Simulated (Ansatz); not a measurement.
**Fields on a plane of BN (wurtzite)**

```xyz
4
Lattice="2.5440 0.0000 0.0000 -1.2720 2.2031 0.0000 0.0000 0.0000 4.2077" Properties=species:S:1:pos:R:3 pbc="T T T"
B      1.2720     0.7344     4.2073
B      0.0000     1.4688     2.1034
N      1.2720     0.7344     2.6311
N      0.0000     1.4688     0.5272
```

The slice is a (1 -1 0 0) plane (indices of the conventional cell) through the point (0.333, 0.667, 0.125) (fractional), spanned by u = [110] and v = [001] in vectors of this cell: u (2.54 Å) and v (4.21 Å, at 90° to u). It covers one period; positions are fractions (u, v).

Atoms on it: B at (0.00, 0.37); N at (0.00, 0.00). Other atoms lie within 1 Å of the plane.

Method: r2SCAN (plane waves to 500 eV, PAW, scalar-relativistic; Ansatz, a quantum-chemistry and plane-wave program). k mesh 15×15×8. These are valence fields of a PAW run, semicore shells included where kept as valence: close to a nucleus they are smooth pseudo fields. BN was relaxed with its symmetry unable to fall.

```
v \ u   0.00   0.17   0.33   0.50   0.67   0.83
-----  -----  -----  -----  -----  -----  -----
0.90   0.276  0.236  0.091  0.041  0.091  0.236
0.75   0.024  0.021  0.020  0.025  0.020  0.021
0.60   0.014  0.023  0.049  0.069  0.049  0.023
0.45   0.057  0.100  0.109  0.114  0.109  0.100
0.30   0.089  0.065  0.033  0.027  0.033  0.065
0.15   0.287  0.147  0.030  0.007  0.030  0.147
0.00   0.005  0.281  0.101  0.038  0.101  0.281
```

Values: density of the highest valence band (whole band, smooth part) in e/Å³. 

```
|@@%%==....::--::....==%%|
|**==::..::++**++::..::==|
|....  ..==##%%##==..  ..|
|      ::++##@@##++::    |
|      ::==**##**==::    |
|    ....--==++==--....  |
|........::::--::::......|
|::::......::::::......::|
|====::..............::==|
|**++--::..........::--++|
|==++++--..      ..--++++|
|  --**++::......::++**--|
|  ==%%##==::::::==##%%==|
|--++%%##++--::--++##%%++|
|::==++++==------==++++==|
|....------::::::------..|
|..::::::::::::::::::::::|
|**++==::..........::==++|
|@@@@**::..........::**@@|
|@@@@**::..........::**@@|
```
Scale: ten equal steps from 0.025 (start of ' ') to 0.192 (end of '@'), in the order ' .:-=+*#%@'. Values: density of the lowest conduction band (whole band as if filled, smooth part) in e/Å³. The map has 12 points along u (two characters each, u = 0 at the left) and 20 along v (v = 0 in the bottom row). 

| Quantity | Value |
|---|---|
| Density on the B–N line (1.58 Å) at its midpoint | 1.42 e/Å³ |
| ELF at that point | 0.9 |
| ELF maximum in the middle third of the B–N line | 0.93, 0.7 Å from B |
| Element round which the density of the highest valence band (whole band, smooth part) is largest on this plane | N |
